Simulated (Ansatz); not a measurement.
Nb (bcc, W type)

```xyz
2
Lattice="-3.3096 3.3096 3.3096 1.6548 -1.6548 1.6548 1.6548 1.6548 -1.6548" Properties=species:S:1:pos:R:3 pbc="T T T"
Nb     0.0000     0.0000     0.0000
Nb    -1.6548     1.6548     1.6548
```

Scan: atom 2 (Nb, nearest neighbour Nb at 2.866 Å; its periodic images, 2.9 Å or more away, move with it) is displaced towards the nearest neighbour, direction (-0.577, -0.577, -0.577) in Cartesian axes, by s. The other atoms stay.

Level of theory: PBE (plane waves to 420 eV, PAW, scalar-relativistic; Ansatz, a program for electronic structure). k mesh 8×16×16 (Γ-centred), Fermi-Dirac smearing 0.05 eV. E stands for the smeared free energy. Left out: 4 of 11 points, with atoms too close for the PAW data. With partly filled bands, energies and forces of such displacements shift with the k mesh and the smearing. On this mesh the relaxed cell isn't quite at rest: it carries a pressure of -0.1 GPa (compression positive) at the zero of the scan. Nb is run without spin polarisation. Nb was relaxed with its symmetry unable to fall. The zero of ΔE is the undisplaced structure. The last digit holds for this mesh only.

```
s (Å)   ΔE (meV/cell)
------  -------------
-0.342          337.2
-0.228          144.7
-0.114           35.0
0.000             0.0
0.114            35.0
0.228           144.7
0.342           337.2
```

Problem. What force constant k = d²E/ds² at s = 0 does the table give?

Solution. 5.3 eV/Å². It is the second difference of the nearest points, corrected with the next pair.

Problem. With k = 5.44 eV/Å² from the forces, is the well harmonic out to s = 0.342 Å?

Solution. ½ks² = 318 meV/cell against the computed 337 meV/cell, so the well is stiffer than harmonic there.

(For displaced atoms, the force is minus the slope of the energy, and its curvature is a force constant, which sets phonon frequencies.)
